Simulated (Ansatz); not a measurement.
Data:

Re2B in space group P6_3/mmc (No. 194; B on 2c, Re on 2a, Re on 2d), a = 4.1752 Å, b = 4.1752 Å, c = 4.9018 Å, α = 90.00°, β = 90.00°, γ = 120.00°.

This is the PBE-relaxed structure.

**Question.** All from PBE (plane waves, PAW; program Ansatz), unless another level is named. Estimate the electronic character.

**Answer.** metallic (no gap).

**Question.** Predict the formation energy from the elements (no fitted shifts).

**Answer.** 0.61 eV/atom.

**Question.** Give the density of states at the Fermi level.

**Answer.** 0.68 states/eV per atom (mean over ±0.08 eV).

**Question.** Predict the gap with spin–orbit coupling.

**Answer.** none (metallic).

The cell is a constructed one: a structure type filled with these elements; neither database checked (COD, Materials Project) lists it. Its standing as an ambient phase is unchecked. Symmetry was held in the PBE relaxation; whether a distortion lowers the energy is not shown. The run is not spin-polarised. The references are the lowest solids computed at this level, not always the standard phases. Spin–orbit coupling is left out wherever it is not named.

Potentials: the earlier of the program's two PAW sets.
